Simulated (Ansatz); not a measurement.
Simulated powder pattern, Cu Kα, λ = 1.54184 Å (kinematic, ideal powder, no thermal factors, no anomalous dispersion; the 30 strongest lines at most, above 1 %, up to 2θ = 90°):

```tsv
2θ (°)	I/Imax (%)
23.19	5.9
33.03	10
40.75	100
47.41	52
53.42	2.6
58.99	3.5
69.30	31
74.17	1.3
78.94	1.6
83.62	32
88.26	10
```

The pattern belongs to a structure relaxed with DFT-r²SCAN in the program Ansatz with PAW potentials.

**Question.** Pick the material that matches.
A. ZrB2, P6_3/mmc (Zr on 2c, B on 4f)
B. BAs, CsCl type
C. Nb2SiB2, P-6m2 (Nb on 2h, Si on 1a, B on 1b, B on 1f)
D. Co3BPd, Pm-3m (Co on 3c, Pd on 1a, B on 1b)

**Answer.** D, Co3BPd, Pm-3m (Co on 3c, Pd on 1a, B on 1b)

**Question.** Give the lattice parameters.

**Answer.** a = 3.835 Å.

The start of the workflow was typed in or built on a structure type; neither database checked (COD, Materials Project) lists it. Whether it is the stable phase at ambient conditions was not checked. The cell was relaxed with r²SCAN under the symmetry of its start; its stability against distortions is not shown here. Spin order of the final state: ferromagnetic, the only order run, not a proven ground state. Its formation energy is positive at this level, so the cell may be metastable or incomplete. Other orbital occupations within this spin state were not tried.

Potentials: the earlier of the program's two PAW sets. The files were generated under PBE; for other functionals the program regenerates the frozen cores, and for LDA and PBEsol the local potential too.
